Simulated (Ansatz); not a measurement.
## ScGa₃: all-electron results

```
Sc Ga
1.0
     4.09500    0.00000    0.00000
     0.00000    4.09500    0.00000
     0.00000    0.00000    4.09500
Sc Ga
1 3
Direct
  0.00000 0.00000 0.00000
  0.00000 0.50000 0.50000
  0.50000 0.00000 0.50000
  0.50000 0.50000 0.00000
```

Atom numbers follow the list: Sc1, Ga2, Ga3, Ga4.

The cell comes from COD entry 1523115, which wasn't checked; take it as a given geometry.

All numbers are computed: DFT, LDA, all-electron LAPW, scalar-relativistic (Ansatz 0.2.0); DFT, LDA, PAW with Ansatz's default frozen-core files, scalar-relativistic (Ansatz 0.2.0).

For LAPW: a Γ-centred 9×9×9 k mesh, Fermi–Dirac smearing of 0.05 eV, basis error target 1 meV/atom, no spin polarisation. PAW takes a cutoff of 420 eV at this cell (files made with PBE, cores remade for this functional). The Ansatz runs share mesh, smearing and spin set-up. Values come from LAPW unless marked.

```json
{
 "Pressure at this cell": "-5.44 GPa",
 "Band gap": "none: bands cross the Fermi level, a metal",
 "Density of states at the Fermi level (0.2 eV bin)": "1.74 states/eV per cell",
 "Löwdin charges (with 0.05 e of the cell spilling out of the atomic basis, so their sizes and signs hang on that basis)": "Sc1 0.64, Ga2 -0.20 e",
 "Bader charges (from the PAW run)": "Sc1 +1.24, Ga2 -0.41 e",
 "Volume per atom": "115.9 bohr³"
}
```
